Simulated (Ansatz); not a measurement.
Consider the following.

MgH$_{2}$ (rutile)

```
CELL_PARAMETERS angstrom
      4.48445     0.00000     0.00000
      0.00000     4.48445     0.00000
      0.00000     0.00000     2.99665
ATOMIC_POSITIONS crystal
  Mg 0.50000 0.50000 0.50000
  Mg 0.00000 0.00000 0.00000
  H  0.69533 0.69533 0.00000
  H  0.30467 0.30467 0.00000
  H  0.80467 0.19533 0.50000
  H  0.19533 0.80467 0.50000
```

This relaxed cell (volume V₀) is scaled evenly in all directions, its shape held. The atoms relax within the cell's symmetry.

All values below come from r2SCAN (plane waves to 500 eV, PAW, scalar-relativistic; Ansatz, a quantum-chemistry and plane-wave program). k mesh 8×8×11 (Γ-centred), Fermi-Dirac smearing 0.05 eV. E stands for the smeared free energy. Compression counts positive. With the shape held, the modulus is that of even scaling; a crystal free to change shape is softer. MgH2 was relaxed with its symmetry unable to fall. The zero of ΔE is the relaxed starting cell.

The scan covers V/V₀ from 0.840 to 1.160 in 9 points.

Question: What is ΔE at V/V₀ = 1.160?

Answer: 34.7 meV/atom.

Question: What is ΔE at V/V₀ = 0.840?

Answer: 56.0 meV/atom.

Question: What pressure does the cell carry at V/V₀ = 0.840?

Answer: 12.7 GPa.

(Under strain, the slope of the energy per volume gives the stress and its curvature an elastic modulus.)
